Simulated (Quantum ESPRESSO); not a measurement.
BaSrInSbO6, space group F-43m (No. 216):

```yaml
crystal:
  lattice:
    - [0.00000, 4.16172, 4.16172]
    - [4.16172, 0.00000, 4.16172]
    - [4.16172, 4.16172, 0.00000]
  atoms:
    - { symbol: Ba, position: [0.25000, 0.25000, 0.25000] }
    - { symbol: Sr, position: [0.75000, 0.75000, 0.75000] }
    - { symbol: In, position: [0.00000, 0.00000, 0.00000] }
    - { symbol: Sb, position: [0.50000, 0.50000, 0.50000] }
    - { symbol: O, position: [0.74056, 0.25944, 0.25944] }
    - { symbol: O, position: [0.74056, 0.25944, 0.74056] }
    - { symbol: O, position: [0.25944, 0.74056, 0.74056] }
    - { symbol: O, position: [0.25944, 0.74056, 0.25944] }
    - { symbol: O, position: [0.74056, 0.74056, 0.25944] }
    - { symbol: O, position: [0.25944, 0.25944, 0.74056] }
```
The cell comes from the Materials Project (a computed structure). It is BaSrInSbO6 in F-43m; whether this form has been observed was not checked. Stability against distortions was not tested.

```tsv
site	Wyckoff letter	site symmetry
Ba	d	-43m
Sr	c	-43m
In	a	-43m
Sb	b	-43m
O	f	2mm
```

Cores are frozen. Against all-electron runs on small test molecules, this scheme's |Vzz| missed by −2 to +6 % on O.

Problem. Where does symmetry force the field gradient to vanish or to be axial, and what does the PAW reconstruction of the field gradient on a scalar-relativistic PBE ground state (a modified build of Quantum ESPRESSO, JTH datasets) give?

Solution. 
| site | by symmetry | Vzz (a.u.) | η_Q |
|---|---|---|---|
| Ba | vanishes (cubic site) | 0 | – |
| Sr | vanishes (cubic site) | 0 | – |
| In | vanishes (cubic site) | 0 | – |
| Sb | vanishes (cubic site) | 0 | – |
| O | η is free | 1.126 | 0.13 |
